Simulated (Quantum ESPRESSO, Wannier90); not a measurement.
Tight-binding from DFT: TlBr (CsCl type)

Materials Project entry mp-22875; symmetrised, unrelaxed at this level. COD (Crystallography Open Database) has an entry of this formula and space group (matched by these alone). Method: PBE plane waves in Quantum ESPRESSO 7.5 (PseudoDojo norm-conserving files, 49 Ry, no spin polarisation, no spin-orbit coupling), Bloch states on a 8×8×8 mesh through Γ, Wannier90 4.0.1. Density: 8×8×8 mesh, cold smearing 0.01 Ry. Spin-orbit coupling is left out although heavy elements are present.

On the energy scale of pw.x, whose zero is arbitrary, the valence-band maximum lies at 5.12 eV.

Input w.win:

```
num_bands = 5
num_wann = 5
exclude_bands = 1,7-20
num_iter = 800
conv_tol = 1.0e-6
conv_window = 4
write_hr = true
write_u_matrices = true
auto_projections = true
begin unit_cell_cart
ang
    3.9999100000    0.0000000000    0.0000000000
    0.0000000000    3.9999100000    0.0000000000
    0.0000000000    0.0000000000    3.9999100000
end unit_cell_cart
begin atoms_frac
Tl   0.0000000000  0.0000000000  0.0000000000
Br   0.5000000000  0.5000000000  0.5000000000
end atoms_frac
mp_grid = 8 8 8
begin kpoints
0.0000000000 0.0000000000 0.0000000000
0.0000000000 0.0000000000 0.1250000000
0.0000000000 0.0000000000 0.2500000000
... (509 more lines: the 8x8x8 mesh through Gamma)
end kpoints
```

Input of pw2wannier90.x that gives the overlap and projection files (equivalent; here they were cut from one run over all bands):

```
&inputpp
  outdir = './out'
  prefix = 'pwscf'
  seedname = 'w'
  write_amn = .true.
  write_mmn = .true.
  atom_proj = .true.
  atom_proj_exclude = 6 7 8 9 10 11 12 13
/
```

Output w.wout (banner and timings cut):

```
                                    ------
                                    SYSTEM
                                    ------

                              Lattice Vectors (Ang)
                    a_1     3.999910   0.000000   0.000000
                    a_2     0.000000   3.999910   0.000000
                    a_3     0.000000   0.000000   3.999910

                   Unit Cell Volume:      63.99568  (Ang^3)

                        Reciprocal-Space Vectors (Ang^-1)
                    b_1     1.570832   0.000000   0.000000
                    b_2     0.000000   1.570832   0.000000
                    b_3     0.000000   0.000000   1.570832

 *----------------------------------------------------------------------------*
 |   Site       Fractional Coordinate          Cartesian Coordinate (Ang)     |
 +----------------------------------------------------------------------------+
 | tl   1   0.00000   0.00000   0.00000   |    0.00000   0.00000   0.00000    |
 | br   1   0.50000   0.50000   0.50000   |    1.99995   1.99995   1.99995    |
 *----------------------------------------------------------------------------*
                                ------------
                                K-POINT GRID
                                ------------

             Grid size =  8 x  8 x  8      Total points =  512

 *---------------------------------- MAIN ------------------------------------*
 |  Number of Wannier Functions               :                 5             |
 |  Number of Objective Wannier Functions     :                 5             |
 |  Number of input Bloch states              :                 5             |
 |  Output verbosity (1=low, 5=high)          :                 1             |
 |  Timing Level (1=low, 5=high)              :                 1             |
 |  Optimisation (0=memory, 3=speed)          :                 3             |
 |  Length Unit                               :               Ang             |
 |  Post-processing setup (write *.nnkp)      :                 F             |
 |  Using Gamma-only branch of algorithms     :                 F             |
 *----------------------------------------------------------------------------*
 *------------------------------- WANNIERISE ---------------------------------*
 |  Total number of iterations                :               800             |
 |  Number of CG steps before reset           :                 5             |
 |  Trial step length for line search         :             2.000             |
 |  Convergence tolerence                     :         0.100E-05             |
 |  Convergence window                        :                 4             |
 |  Iterations between writing output         :                 1             |
 |  Iterations between backing up to disk     :               100             |
 |  Write r^2_nm to file                      :                 F             |
 |  Write xyz WF centres to file              :                 F             |
 |  Write on-site energies <0n|H|0n> to file  :                 F             |
 |  Use guiding centre to control phases      :                 F             |
 |  Use phases for initial projections        :                 F             |
 *----------------------------------------------------------------------------*
 *-------------------------------- PLOTTING ----------------------------------*
 |  Plotting Hamiltonian in WF basis          :                 T             |
 *----------------------------------------------------------------------------*

 *---------------------------------- K-MESH ----------------------------------*
 +----------------------------------------------------------------------------+
 |                    Distance to Nearest-Neighbour Shells                    |
 |                    ------------------------------------                    |
 |          Shell             Distance (Ang^-1)          Multiplicity         |
 |          -----             -----------------          ------------         |
 |             1                   0.196354                      6            |
 |             2                   0.277686                     12            |
 |             3                   0.340095                      8            |
 |             4                   0.392708                      6            |
 |             5                   0.439061                     24            |
 |             6                   0.480967                     24            |
 |             7                   0.555373                     12            |
 |             8                   0.589062                     30            |
       ... (lines left out)
 +----------------------------------------------------------------------------+
 | The b-vectors are chosen automatically                                     |
 | The following shells are used:                       1                     |
 +----------------------------------------------------------------------------+
 |                        Shell   # Nearest-Neighbours                        |
 |                        -----   --------------------                        |
 |                          1               6                                 |
 +----------------------------------------------------------------------------+
 | Completeness relation is fully satisfied [Eq. (B1), PRB 56, 12847 (1997)]  |
 +----------------------------------------------------------------------------+
 |                  b_k Vectors (Ang^-1) and Weights (Ang^2)                  |
 |                  ----------------------------------------                  |
 |            No.         b_k(x)      b_k(y)      b_k(z)        w_b           |
 |            ---        --------------------------------     --------        |
 |             1         0.000000    0.000000    0.196354    12.968528        |
 |             2         0.000000    0.196354    0.000000    12.968528        |
 |             3         0.196354    0.000000    0.000000    12.968528        |
 |             4         0.000000    0.000000   -0.196354    12.968528        |
 |             5         0.000000   -0.196354    0.000000    12.968528        |
 |             6        -0.196354    0.000000    0.000000    12.968528        |
 +----------------------------------------------------------------------------+
 |                           b_k Directions (Ang^-1)                          |
 |                           -----------------------                          |
 |            No.           x           y           z                         |
 |            ---        --------------------------------                     |
 |             1         0.000000    0.000000    0.196354                     |
 |             2         0.000000    0.196354    0.000000                     |
 |             3         0.196354    0.000000    0.000000                     |
 +----------------------------------------------------------------------------+

 Starting a new Wannier90 calculation ...

 Reading overlaps from w.mmn

 Reading projections from w.amn

 *------------------------------- WANNIERISE ---------------------------------*
 +--------------------------------------------------------------------+<-- CONV
 | Iter  Delta Spread     RMS Gradient      Spread (Ang^2)            |<-- CONV
 +--------------------------------------------------------------------+<-- CONV

 ------------------------------------------------------------------------------
 Initial State
  WF centre and spread    1  ( -0.000000,  0.000000, -0.000000 )     0.65829413
  WF centre and spread    2  ( -0.000000,  0.000000,  0.000000 )     0.71029300
  WF centre and spread    3  ( -0.000000, -0.000000,  0.000000 )     0.71029300
  WF centre and spread    4  (  0.000000, -0.000000, -0.000000 )     0.65829413
  WF centre and spread    5  (  0.000000,  0.000000,  0.000000 )     0.71029300
  Sum of centres and spreads ( -0.000000, -0.000000, -0.000000 )     3.44746727

      0     0.345E+01     0.0000000000        3.4474672733  <-- CONV
        O_D=      0.0000000 O_OD=      0.0012464 O_TOT=      3.4474673 <-- SPRD
 ------------------------------------------------------------------------------
      1    -0.773E-05     0.0014441365        3.4474595454  <-- CONV
        O_D=      0.0000000 O_OD=      0.0012386 O_TOT=      3.4474595 <-- SPRD
      2    -0.597E-06     0.0005699921        3.4474589482  <-- CONV
        O_D=      0.0000000 O_OD=      0.0012381 O_TOT=      3.4474589 <-- SPRD
      3    -0.133E-07     0.0001016123        3.4474589349  <-- CONV
        O_D=      0.0000000 O_OD=      0.0012380 O_TOT=      3.4474589 <-- SPRD
      4    -0.136E-08     0.0000386778        3.4474589335  <-- CONV
        O_D=      0.0000000 O_OD=      0.0012380 O_TOT=      3.4474589 <-- SPRD
      5    -0.431E-09     0.0000210702        3.4474589331  <-- CONV
        O_D=      0.0000000 O_OD=      0.0012380 O_TOT=      3.4474589 <-- SPRD
             <<<     Delta < 1.000E-06  over  4 iterations     >>>
             <<< Wannierisation convergence criteria satisfied >>>
 Final State
  WF centre and spread    1  ( -0.000000,  0.000000, -0.000000 )     0.65829127
  WF centre and spread    2  ( -0.000000,  0.000000,  0.000000 )     0.71029211
  WF centre and spread    3  ( -0.000000, -0.000000,  0.000000 )     0.71029211
  WF centre and spread    4  (  0.000000, -0.000000, -0.000000 )     0.65829135
  WF centre and spread    5  (  0.000000,  0.000000,  0.000000 )     0.71029211
  Sum of centres and spreads ( -0.000000, -0.000000, -0.000000 )     3.44745893

         Spreads (Ang^2)       Omega I      =     3.446220897
        ================       Omega D      =     0.000000000
                               Omega OD     =     0.001238036
    Final Spread (Ang^2)       Omega Total  =     3.447458933
```
